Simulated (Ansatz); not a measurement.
**Profile along the Te–Pb line in PbTe (rock salt)**

PbTe (rock salt)

```yaml
crystal:
  lattice:
    - [0.00000, 3.26711, 3.26711]
    - [3.26711, 0.00000, 3.26711]
    - [3.26711, 3.26711, 0.00000]
  atoms:
    - { symbol: Te, position: [0.00000, 0.00000, 0.00000] }
    - { symbol: Pb, position: [0.50000, 0.50000, 0.50000] }
```

Fields along a shortest Te–Pb line of a {100} plane (3.27 Å), from Te to Pb, interpolated on the slice's grid (step about 0.2 Å). Calculation: r2SCAN (plane waves to 500 eV, PAW, scalar-relativistic; Ansatz, an electronic-structure program). k mesh 9×9×9. Near the nuclei the fields are pseudised (PAW); where an atom keeps semicore shells as valence, they peak there. PbTe was relaxed with its symmetry unable to fall. Spin-orbit coupling is left out, though Pb and Te are heavy.

| distance from Te (Å) | valence electron density (e/Å³) | electron localisation function |
|---|---|---|
| 0.00 | 17.58 | x |
| 0.16 | 15.85 | x |
| 0.33 | 11.65 | x |
| 0.49 | 6.79 | x |
| 0.65 | 2.89 | 0.29 |
| 0.82 | 1.13 | 0.45 |
| 0.98 | 0.64 | 0.55 |
| 1.14 | 0.44 | 0.64 |
| 1.31 | 0.31 | 0.67 |
| 1.47 | 0.23 | 0.56 |
| 1.64 | 0.19 | 0.37 |
| 1.80 | 0.19 | 0.27 |
| 1.96 | 0.25 | 0.27 |
| 2.13 | 0.39 | 0.34 |
| 2.29 | 0.72 | 0.41 |
| 2.45 | 1.43 | 0.42 |
| 2.62 | 2.74 | 0.29 |
| 2.78 | 4.68 | x |
| 2.94 | 7.05 | x |
| 3.11 | 9.32 | x |
| 3.27 | 10.33 | x |

x: too close to a nucleus for the ELF to mean much.

Density on the Te–Pb line (3.27 Å) at its density minimum, 1.7 Å from Te: 0.19 e/Å³. ELF at that point: 0.3. ELF maximum in the middle third of the Te–Pb line: 0.67, 1.3 Å from Te.
